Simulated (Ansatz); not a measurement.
**Computed properties of Y**

Y:
```xyz
1
Lattice="-2.0329 2.0329 2.0329 2.0329 -2.0329 2.0329 2.0329 2.0329 -2.0329" Properties=species:S:1:pos:R:3 pbc="T T T"
Y      0.0000     0.0000     0.0000
```

Space group Im-3m (No. 229), bcc (W type); conventional cell a = b = c = 4.0657 Å, α = β = γ = 90.00°.

Method: r²SCAN (plane waves, PAW; program Ansatz). Structure relaxed to zero pressure with the same functional. Other levels are named where they apply.

**Cell and energy**

```
Quantity             Result
---------------  ----------
Volume per atom    33.60 Å³
Density          4.39 g/cm³
```

**Electronic structure**

```
Item                                                                        Value
------------------------------------  -------------------------------------------
Electronic character                                            metallic (no gap)
Density of states at the Fermi level  2.4 states/eV per atom (mean over ±0.08 eV)
Gap with spin–orbit coupling                                      none (metallic)
```

**Mechanics**

```
Property                                                               Result
-------------------------------------  --------------------------------------
Bulk modulus (Birch–Murnaghan fit)                                   39.2 GPa
Pressure derivative B′                                                    3.0
Elastic constants (relaxed ions, GPa)      C11 = 41.8, C12 = 37.6, C44 = 22.1
Mechanical stability                   stable (all eigenvalues of C positive)
```

The start of the workflow was typed in or built on a structure type; neither database checked (COD, Materials Project) lists it. It is not the phase usual at ambient conditions (space group No. 194). The r²SCAN relaxation kept the symmetry of its start; whether a distortion lowers the energy is not shown. The run is not spin-polarised. As this level gives no gap, shear constants depend on the k-mesh and smearing (Fermi–Dirac, 0.1 eV here). Scalar-relativistic: spin–orbit coupling is off unless named, which matters more the heavier the elements.

Potentials: the later of the program's two PAW sets.
